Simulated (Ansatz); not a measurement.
Values for one crystal, relaxed and computed with r²SCAN in the plane-wave PAW code Ansatz; other levels are named.

```yaml
volume_per_atom: 16.30 Å³
electronic_character: metallic (no gap)
Density of states at the Fermi level: 0.85 states/eV per atom (mean over ±0.08 eV)
Gap with spin–orbit coupling: none (metallic)
Formation energy from the elements (no fitted shifts): 0.90 eV/atom
mechanical_stability: unstable (C has a negative eigenvalue)
Pressure derivative B′: 4.4
```

Problem. Which of these materials gives this?
A. MoRu, rock salt
B. TcRu, P-6m2 (Tc on 1a, Ru on 1d)
C. AlRu, Cmcm (Al on 4c, Ru on 4c)
D. LuBi, rock salt

Solution. A, MoRu, rock salt

Space group Fm-3m (rock salt). The start of the workflow was typed in or built on a structure type; neither database checked (COD, Materials Project) lists it. Whether it is the stable phase at ambient conditions was not checked. The cell was relaxed with r²SCAN under the symmetry of its start. The run is not spin-polarised. Its formation energy is positive at this level, so the cell may be metastable or incomplete. The references are the lowest solids computed at this level, not always the standard phases. Spin–orbit coupling is left out wherever it is not named.

Potentials: the later of the program's two PAW sets.
